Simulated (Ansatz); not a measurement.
Simulated powder pattern, neutron, λ = 1.5401 Å (kinematic, ideal powder, no thermal factors, coherent scattering alone; the 30 strongest lines at most, above 1 %, up to 2θ = 90°):

```tsv
2θ (°)	I/Imax (%)
37.97	21
41.86	24
43.57	100
57.78	21
68.59	33
77.63	42
81.18	6.6
83.70	51
84.86	38
```

The pattern belongs to a structure relaxed with r²SCAN+D4 in the plane-wave PAW code Ansatz.

Pick the material that matches.
A) Tl, hcp (Mg type)
B) Os, hcp (Mg type)
C) Gd, hcp (Mg type)
D) Zr, hcp (Mg type)

B, Os, hcp (Mg type)

Give the lattice parameters.

a = 2.733 Å, c = 4.312 Å.

Space group P6_3/mmc (hcp (Mg type)). Symmetry was held in the r²SCAN+D4 relaxation. No spin polarisation was allowed. The pairwise dispersion correction was not fitted to metals. Axis ratios of metals converge slowly with the k-mesh, so a and c are less sure than the volume. Scalar-relativistic: spin–orbit coupling is off unless named, which matters more the heavier the elements.

Potentials: the later of the program's two PAW sets.
